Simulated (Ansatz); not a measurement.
**VN$_{2}$: a faulty run and its cure**

The input below was meant for crystalline VN$_{2}$, with PBE, plane waves and PAW in Ansatz.

```yaml
crystal:
  lattice:
    - [-2.15075, 2.15075, 2.49135]
    - [2.15075, -2.15075, 2.49135]
    - [2.15075, 2.15075, -2.49135]
  atoms:
    - { symbol: V, position: [0.1151, 0.6151, 0.7302] }
    - { symbol: V, position: [0.75, 0.75, 0.0] }
    - { symbol: "N", position: [0.25, 0.25, 0.0] }
    - { symbol: "N", position: [0.6151, 0.8849, 0.5] }
    - { symbol: "N", position: [0.8849, 0.3849, 0.2698] }
    - { symbol: "N", position: [0.3849, 0.1151, 0.5] }
basis:
  ecutwfc: 420
kpoints:
  mp_grid: { grid: [12, 12, 12] }
hamiltonian:
  xc: pbe
scf:
  occupations: { method: gaussian, width: 0.1 }
  max_iter: 95
output:
  forces: true
  stress: true
  eigenvalues: true
```

Command:

```bash
ansatz run input.yaml --threads 1 --pin off --max-ram 2560MiB --backend cpu --events-out ev --progress --plain --runs-dir out
```

Output, shortened (HF is the Harris–Foulkes energy, dr2 the density residual in eV):

```text
Pseudopotential: V, paw, valence charge 13, recommended cutoff 420 eV (normal)
Pseudopotential: N, paw, valence charge 5, recommended cutoff 420 eV (normal)
Crystal: 6 atoms, lattice volume = 46.097 Å³
Basis set: ecut = 420 eV, 873 PW (Γ), exchange–correlation on 54×54×54 points (8 copies of the dense FFT grid, shifted against one another)
Bands: 29, of which v1, the nominal top of the filled ones, is band 23 counted from 1 (22 counted from 0)
Symmetry: 2 space group operations
Space group: C2 (ITA 5), of the structure as read, at distance tolerance 3.6e-5 Å
k-points: 476 of 1728 (time reversal used)
Initial density: superposition of atomic densities, corrected by the library's trained network
SCF iter   1: HF=-7350.342322 eV  Δρ=3.42e-2  dr2=5.91e-1
SCF iter   2: HF=-7350.278973 eV  Δρ=1.71e-2  dr2=1.65e-1
SCF iter   3: HF=-7350.258308 eV  Δρ=2.54e-3  dr2=3.31e-3
SCF iter   4: HF=-7350.257660 eV  Δρ=8.38e-4  dr2=3.70e-4
SCF iter   5: HF=-7350.257598 eV  Δρ=2.43e-4  dr2=2.77e-5
SCF iter   6: HF=-7350.257591 eV  Δρ=6.48e-5  dr2=1.47e-6
SCF iter   7: HF=-7350.257591 eV  Δρ=2.53e-5  dr2=2.81e-7
SCF iter   8: F=-7350.257591 eV  HF=-7350.257591 eV  Δρ=5.76e-6  dr2=1.59e-8
SCF 1 converged in 8 iterations: F = -7350.257591 eV  dr2 = 1.59e-8
SCF converged after 8 iterations
Free energy (F): -7350.257591 eV
E sigma→0 (E₀):  -7350.249253 eV
Entropy (-TS):   -0.016677 eV (-2.780 meV/atom)
Fermi energy:    16.522479 eV
--- Forces (eV/Å), atoms counted from 1 ---
  atom   1  V     12.04320637    12.04320637     0.00000000
  atom   2  V      0.82452102     0.82452102     0.00000000
  atom   3  N     -1.93670461    -1.93670461     0.00000000
  atom   4  N      2.57759668    -1.27879757     0.08103689
  atom   5  N    -12.22979363   -12.22979363     0.00000000
  atom   6  N     -1.27879757     2.57759668    -0.08103689
--- Stress (GPa, compression-positive) ---
       85.235356      47.817009     -29.216590
       47.817009      85.235356      29.216590
      -29.216596      29.216596      26.845317
  P = ⅓ Tr σ = 65.7720 GPa (657.720 kbar)
```

Question: Which fault does the input hold?
A. A total moment locked at a wrong value
B. A key that the program doesn't know
C. Lattice vectors converted from bohr twice
D. Two atoms' positions swapped
E. Lattice vectors in bohr read as angstrom

Answer: D. Two unlike atoms sit on each other's sites. The cure is the atoms on their own sites.

Fix (which also takes the iteration limit of the reference run):

```diff
 crystal:
   atoms:
-    - { symbol: V, position: [0.1151, 0.6151, 0.7302] }
+    - { symbol: V, position: [0.25, 0.25, 0.0] }
-    - { symbol: "N", position: [0.25, 0.25, 0.0] }
+    - { symbol: "N", position: [0.1151, 0.6151, 0.7302] }
 scf:
-  max_iter: 95
```

The mended run converges, with a pressure of -0.93 GPa, no gap. The faulty run's energy lay 2.08 eV per atom higher.

The mended run took 17 s on 1 thread of Intel(R) Xeon(R) Platinum 8259CL CPU @ 2.50GHz (Skylake/Cascade Lake) (shared host), peak memory 0.48 GiB.